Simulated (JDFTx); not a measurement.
Reference run:

System: Cu(111) (Fm-3m bulk; lattice of mp-30, not re-optimised at this level), 1x1 cell of 4 atoms in 4 planes, area 5.54 Å² a face, 6.2 Å between the outermost planes in a cell 22.2 Å high; k mesh 10×10×1, Fermi width 0.01 Ha, no spin polarisation.

Reference level: PBE, GBRV ultrasoft potentials, plane waves to 20/100 Ha, in JDFTx (a modified build). Unrelaxed; liquid: linear PCM (GLSSA13), water, 1 M NaCl. SHE scale: U = −μ/e − 4.44 V, by convention. LDA and PBEsol take their own potentials, PW91 and RPBE those of PBE; the lattice is kept.

```
functional  work function (eV)   U_pzc (V)  mean C below U_pzc (μF/cm²)  k states × plane waves  cycles, vacuum run  rough core time, vacuum run
----------  ------------------  ----------  ---------------------------  ----------------------  ------------------  ---------------------------
LDA                       5.20        0.51                14 over 0.5 V               14 × 3544                  22                        100 s
PBE                       4.84        0.14                15 over 0.5 V               14 × 3544                  23                        100 s
PBEsol                    4.96        0.27                14 over 0.5 V               14 × 3544                  25                        2 min
PW91                (withheld)  (withheld)                14 over 0.5 V               14 × 3544                  22                        100 s
RPBE                      4.67       -0.05                15 over 0.5 V               14 × 3544                  24                        2 min
```

**Question.** Complete the blanks.

**Answer.** 
- PW91, work function (eV): 4.88
- PW91, U_pzc (V): 0.18

Core times come from shared machines and are rough, one run each.
